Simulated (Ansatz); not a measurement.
SrO:
```yaml
crystal:
  lattice:
    - [0.00000, 2.56135, 2.56135]
    - [2.56135, 0.00000, 2.56135]
    - [2.56135, 2.56135, 0.00000]
  atoms:
    - { symbol: Sr, position: [0.50000, 0.50000, 0.50000] }
    - { symbol: O, position: [0.00000, 0.00000, 0.00000] }
```

The program Ansatz at the PBEsol level (PAW) gives a gap of 3.20 eV without spin–orbit coupling, maximum at Γ, minimum at X.

Problem. What happens when spin–orbit coupling is switched on?

Solution. The gap falls by 0.02 eV, to 3.18 eV; maximum at Γ, minimum at X.

Problem. How large is the spin–orbit splitting of the valence top at Γ?

Solution. The fourfold level lies 0.06 eV above the split-off pair.

Problem. Give the electron effective mass with spin–orbit coupling.

Solution. 0.39, 0.39, 1.2 mₑ (principal values).

Problem. Give the hole effective mass with spin–orbit coupling, band 1 of 2 at the edge.

Solution. 4.3 along [100], 1.6 along [110], 1.2 along [111] (mₑ).

Problem. Give the hole effective mass with spin–orbit coupling, band 2 of 2 at the edge.

Solution. 0.45 along [100], 0.53 along [110], 0.60 along [111] (mₑ).

Space group Fm-3m (rock salt). Symmetry was held in the PBEsol relaxation.

Potentials: the earlier of the program's two PAW sets.
